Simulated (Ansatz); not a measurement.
# Relaxing a structure of ScAl3

The start is a generated cell, ScAl3 placed in the AFLOW prototype AB3_hR8_148_c_f (D0_5, as in BiI3). The structure is fully relaxed (lattice and positions, P = 0) with r2SCAN (plane waves to 500 eV, PAW, scalar-relativistic; Ansatz, a quantum-chemistry and plane-wave program). First-step values are on the input's coarse k-mesh.

Ansatz input (later rounds restart from its end on a renewed k-mesh):
Ansatz 0.2 input:
```yaml
crystal:
  lattice:
    - [2.783655, 1.607144, 5.1200815]
    - [-2.783655, 1.607144, 5.1200815]
    - [0, -3.2142879, 5.1200815]
  atoms:
    - { symbol: Sc, position: [0.33333, 0.33333, 0.33333] }
    - { symbol: Sc, position: [0.66667, 0.66667, 0.66667] }
    - { symbol: Al, position: [0.088, 0.755, 0.421] }
    - { symbol: Al, position: [0.421, 0.088, 0.755] }
    - { symbol: Al, position: [0.755, 0.421, 0.088] }
    - { symbol: Al, position: [0.912, 0.245, 0.579] }
    - { symbol: Al, position: [0.579, 0.912, 0.245] }
    - { symbol: Al, position: [0.245, 0.579, 0.912] }
basis: { ecutwfc: 500, ecutrho_ratio: 4, xc_grid: 4, fft_grid_basis: typed }
kpoints: { mp_grid: { grid: [7, 7, 7] } }
hamiltonian:
  xc: r2scan
  dispersion: none
  pseudopotentials: { kind: paw }
scf: { occupations: { method: fermi_dirac, width: 0.05 } }
relax: { f_tol: 0.01, max_steps: 100, cell: { stress_tol: 0.02 } }
output: { forces: true, stress: true }
```

### Question
What pressure does the first self-consistent step give?

### Answer
+29.5 GPa (positive: the cell is compressed).

### Question
What is the largest force in the starting geometry, and on which atom (counted from 1)?

### Answer
5.49 eV/Å, on Al3, Al4, Al5, Al6, Al7, Al8 (atoms numbered as listed).

### Question
What symmetry does the relaxed structure have?

### Answer
The space group goes from R-3 (No. 148) to Pm-3m (No. 221); the end is Cu3Au type, with 4 atoms in the primitive cell.

### Question
How much energy is released per atom?

### Answer
2.06 eV/atom.

### Question
How do the shortest distances between atoms change?

### Answer
The closest pairs of elements (up to four, under 3.6 Å), start → end: Al–Sc 2.30 → 2.89 Å; Al–Al 3.05 → 2.89 Å; Sc–Sc 3.21 → 4.09 Å.

### Question
What band gap does the relaxed structure have at this level?

### Answer
No gap (metallic).

### Question
Write out the relaxed structure.

### Answer

Space group Pm-3m (No. 221); a = b = c = 4.086 Å, α = β = γ = 90.00°

```
atom  site  symmetry       x       y       z
----  ----  --------  ------  ------  ------
Sc      1b      m-3m  0.5000  0.5000  0.5000
Al      3d    4/mm.m  0.0000  0.0000  0.5000
```

Final values are on a 11×11×11 k-mesh of the relaxed cell. No spin polarisation in the result.

The run could not lose the symmetry of its start.
